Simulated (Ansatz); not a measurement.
InAg$_{2}$ (cubic Laves (MgCu2 type), Fd-3m) at seven volumes, the program Ansatz at the r²SCAN level (PAW), scaled uniformly. One row is withheld.

| V (Å³/atom) | P (GPa) |
|---|---|
| 18.260 | 9.03 |
| 18.862 | 5.40 |
| 19.464 | 2.43 |
| 20.066 | 0.00 |
| 20.668 | ? |
| 21.270 | -3.64 |
| 21.872 | -4.96 |

### Question
Fit the shown pressures and predict the withheld one.

### Answer
Third-order Birch–Murnaghan: P = (3/2)B₀(x^(7/2) − x^(5/2))[1 + (3/4)(B′ − 4)(x − 1)] with x = (V₀/V)^(2/3). Least squares on the six rows gives V₀ = 20.064 Å³/atom, B₀ = 73.44 GPa, B′ = 5.65. At V = 20.668, x = 0.9804 and P = -2.00 GPa. The run itself gave -2.01 GPa.

The cell is a constructed one: a structure type filled with these elements; neither database checked (COD, Materials Project) lists it. Whether it is the stable phase at ambient conditions was not checked. The r²SCAN relaxation kept the symmetry of its start; its stability against distortions is not shown here. No spin polarisation was allowed.

Potentials: the earlier of the program's two PAW sets.
